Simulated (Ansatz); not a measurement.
Each is relaxed and computed with plane-wave PAW PBEsol (Ansatz code). Which is the only one with a gap?
(A) Nb2GaC, P6_3/mmc (Nb on 4f, Ga on 2d, C on 2a)
(B) GaP, rock salt
(C) GaN, P6_222 (Ga on 3d, N on 3c)
(D) NbSi2, P6_222 (Nb on 3d, Si on 6j)

C, GaN, P6_222 (Ga on 3d, N on 3c). GaN: gap 1.47 eV; GaP: metal; Nb2GaC: metal; NbSi2: metal. Typed or built starts, not in the databases checked: GaN, P6_222 (Ga on 3d, N on 3c); GaP, rock salt. Not the usual ambient phase: GaN, P6_222 (Ga on 3d, N on 3c); GaP, rock salt. Standing as an ambient phase not checked: Nb2GaC, P6_3/mmc (Nb on 4f, Ga on 2d, C on 2a). All cells were relaxed under the symmetry of their starts (and spin orders); stability against distortions was not tested throughout. Rows with no word on spin ran without spin polarisation. Spin–orbit coupling is left out wherever it is not named.

Potentials: the later of the program's two PAW sets.
